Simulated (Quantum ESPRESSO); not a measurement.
pw.x input (Quantum ESPRESSO 7.5; LDA, PseudoDojo standard norm-conserving files, scalar-relativistic):

```
&CONTROL
  calculation = 'scf'
  pseudo_dir = './pseudo'
  outdir = './out'
  tprnfor = .true.
  tstress = .true.
/
&SYSTEM
  ibrav = 0
  nat = 6
  ntyp = 3
  ecutwfc = 84.0
  ecutrho = 336.0
  occupations = 'smearing'
  smearing = 'fd'
  degauss = 0.002
  nbnd = 16
/
&ELECTRONS
  conv_thr = 6e-10
/
ATOMIC_SPECIES
H 1.0080 H.upf
O 15.9990 O.upf
Cs 132.9055 Cs.upf
CELL_PARAMETERS angstrom
  4.250230000000   0.000000000000   0.000000000000
  0.000000000000   2.212600000000   4.023560000000
  0.000000000000  -2.212600000000   4.023560000000
ATOMIC_POSITIONS crystal
H   0.500000000000   0.558470000000   0.558470000000
H   0.500000000000   0.071180000000   0.452700000000
H   0.500000000000   0.452700000000   0.071180000000
O   0.500000000000   0.679510000000   0.679510000000
O   0.500000000000   0.334060000000   0.334060000000
Cs   0.000000000000   0.985330000000   0.985330000000
K_POINTS automatic
6 8 8 0 0 0
```

End of the output:

```

[...]
     the Fermi energy is     5.3832 ev
!    total energy              =    -116.60559743 Ry
     estimated scf accuracy    <          5.4E-11 Ry
     smearing contrib. (-TS)   =       0.00000000 Ry
     internal energy E=F+TS    =    -116.60559743 Ry
     The total energy is F=E-TS. E is the sum of the following terms:
     one-electron contribution =     -39.63754713 Ry
     hartree contribution      =      31.16886546 Ry
     xc contribution           =     -32.42863893 Ry
     ewald contribution        =     -75.70827683 Ry
     convergence has been achieved in  11 iterations
     Forces acting on atoms (cartesian axes, Ry/au):
     atom    1 type  1   force =     0.00000000    0.00000000   -0.02249470
     atom    2 type  1   force =     0.00000000   -0.01827678   -0.00880548
     atom    3 type  1   force =     0.00000000    0.01827678   -0.00880548
     atom    4 type  2   force =     0.00000000    0.00000000    0.02190763
     atom    5 type  2   force =     0.00000000    0.00000000    0.02124812
     atom    6 type  3   force =     0.00000000    0.00000000   -0.00305009
     Total force =     0.047643     Total SCF correction =     0.000005
     Computing stress (Cartesian axis) and pressure
          total   stress  (Ry/bohr**3)                   (kbar)     P=      -17.50
  -0.00014044   0.00000000   0.00000000          -20.66        0.00        0.00
   0.00000000  -0.00011165   0.00000000            0.00      -16.42        0.00
   0.00000000   0.00000000  -0.00010489            0.00        0.00      -15.43
```
In a gapped system the printed Fermi energy is only some level inside the gap.

Geometry of the Materials Project entry, not relaxed at this level.
